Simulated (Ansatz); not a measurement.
Ba$_{2}$HfO$_{4}$:
```
Ba2HfO4
1.0
   -2.08313     2.08313     6.74103
    2.08313    -2.08313     6.74103
    2.08313     2.08313    -6.74103
Ba Hf O
2 1 4
Direct
  0.35236   0.35236   0.00000
  0.64764   0.64764   0.00000
  0.00000   0.00000   0.00000
  0.50000   0.00000   0.50000
  0.00000   0.50000   0.50000
  0.15607   0.15607   0.00000
  0.84393   0.84393   0.00000
```

Relaxed with r²SCAN. Special points in fractions of this cell's reciprocal vectors: Γ (0.000, 0.000, 0.000); X (0.000, 0.000, 0.500); P (0.250, 0.250, 0.250); N (0.000, 0.500, 0.000); M (0.500, 0.500, -0.500); S (0.274, 0.726, -0.274); S0 (-0.274, 0.274, 0.274); R (-0.048, 0.048, 0.500); G (0.500, 0.500, -0.048).

Task: List the band energies nearest the valence-band maximum at these points for r²SCAN with spin–orbit coupling (plane waves, PAW; program Ansatz).

Result: In eV from the valence-band maximum; about four levels below and three above (degenerate sets whole), none deeper than 8.9 eV; points with the same levels are listed once.

```tsv
k	below	above
Γ	-0.23 -0.23 -0.13 -0.13	4.04 4.04 4.52 4.52
X	-0.42 -0.42 -0.15 -0.15	4.87 4.87 5.37 5.37
P	-0.29 -0.29 -0.27 -0.27	5.10 5.10 5.11 5.11
N	-0.33 -0.33 -0.26 -0.26	5.54 5.54 5.70 5.70
M	-0.26 -0.26 -0.14 -0.14	3.83 3.83 4.08 4.08
S	-0.43 -0.43 -0.27 -0.27	5.60 5.60 5.74 5.74
R	-0.41 -0.41 -0.15 -0.15	4.91 4.91 5.37 5.37
```

Space group I4/mmm. The first step of the workflow began from a Materials Project structure, measured or hypothetical; the Crystallography Open Database copy checked does not list it. Whether it is the stable phase at ambient conditions was not checked. The cell was relaxed with r²SCAN under the symmetry of its start; its stability against distortions is not shown here. No spin polarisation was allowed.

Potentials: the later of the program's two PAW sets.
